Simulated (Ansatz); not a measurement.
NbRu (P2/m), relaxed and computed with several functionals in Ansatz (plane waves, PAW).

| functional | a (Å) | c (Å) | V (Å³/atom) | ΔH_f (eV/atom) |
|---|---|---|---|---|
| PBEsol | 4.563 | 6.871 | 15.46 | -0.19 |
| PBE | … | … | … | … |
| r²SCAN | 4.581 | 6.925 | 15.77 | -0.25 |

### Question
Some entries are withheld; supply them.

### Answer

- PBE, a (Å): 4.610
- PBE, c (Å): 6.952
- PBE, V (Å³/atom): 15.97
- PBE, ΔH_f (eV/atom): -0.21

Typed or built starts, not in the databases checked: NbRu, P2/m (Nb on 2m, Nb on 1a, Ru on 1e, Ru on 2n). All cells were relaxed under the symmetry of their starts (and spin orders); stability against distortions was not tested throughout. Rows with no word on spin ran without spin polarisation. Scalar-relativistic: spin–orbit coupling is off unless named, which matters more the heavier the elements.

Potentials: the later of the program's two PAW sets.

Ansatz (a first-principles code) is a plane-wave DFT program.

Formation energies count from the lowest solids of the elements computed at the same level, not from gases.
